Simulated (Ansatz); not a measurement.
Re (hcp type), DFT, LDA, PAW with Ansatz's default frozen-core files, scalar-relativistic (Ansatz 0.2.0), on 1 thread of Arm Neoverse V1 (shared host).

Command: `ansatz run input.yaml --threads 1 --pin off --max-ram 2048MiB --backend cpu --events-out ev --progress --plain --runs-dir out`

```yaml
crystal:
  lattice:
    - [2.5208265936, 0.0, 0.0]
    - [-1.2604132968, 2.1830998686, 0.0]
    - [0.0, 0.0, 4.0634440421]
  atoms:
    - { symbol: Re, position: [0.3333333333, 0.6666666667, 0.25] }
    - { symbol: Re, position: [0.6666666667, 0.3333333333, 0.75] }
kpoints:
  mp_grid: { grid: [18, 18, 10] }
  band_path:
    path:
      - [0.0, 0.0, 0.0]
      - [0.5, 0.0, 0.0]
      - [0.3333333333, 0.3333333333, 0.0]
      - [0.0, 0.0, 0.0]
      - [0.0, 0.0, 0.5]
      - [0.5, 0.0, 0.5]
      - [0.3333333333, 0.3333333333, 0.5]
      - [0.0, 0.0, 0.5]
      - [0.5, 0.0, 0.5]
    npoints: 8
scf:
  occupations: { method: fermi_dirac, width: 0.08 }
hamiltonian:
  xc: lda
  pseudopotentials: { kind: paw }
output:
  forces: true
  stress: true
  eigenvalues: true
  populations: true
  dos: { projected: true, de: 0.2, e_range: [-14, 8] }
```

Q: How large is the problem that the program sets up?

A: 222 irreducible k-points, 439 plane waves at Γ, 19 bands.

Q: About how long does it take?

A: 7.5 s of wall time for 6 SCF iterations. Times on shared machines scatter by tens of per cent.
